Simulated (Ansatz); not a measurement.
One crystal and one scan (frozen-phonon scan) at two levels, PBE (plane waves to 420 eV, PAW, scalar-relativistic; Ansatz, a first-principles code) and r2SCAN (plane waves to 500 eV, PAW, scalar-relativistic; Ansatz), each from its own relaxed cell and on its own mesh.

The crystal is Mo (bcc, W type); a phonon pattern at N = (0.5, 0.0, 0.0) is frozen into a 2-atom cell, Q being the largest atomic displacement.

Mo is run without spin polarisation. Mo was relaxed with its symmetry unable to fall. With partly filled bands, energies and forces of such displacements shift with the k mesh and the smearing. Both scans cover Q from -0.180 to 0.180 Å.

```csv
quantity,run 1,run 2
Lattice constant a (Å),3.151,3.161
Energy at Q = 0.180 Å (meV/cell),402,358
Harmonic wavenumber from the curvature (finite differences) (cm⁻¹ (negative: imaginary)),202,191
```

Question: Which run is which level?

Answer: Run 2 is PBE, run 1 is r2SCAN. PBE gives the higher value for: lattice constant a. PBE gives the lower value for: energy at Q = 0.180 Å; harmonic wavenumber from the curvature. Both give the same space group of the distorted cell: Cmcm (No. 63), lowered from Im-3m.

(A displaced cell: forces are minus the slopes of the energy, force constants its curvatures, and phonons follow from these.)
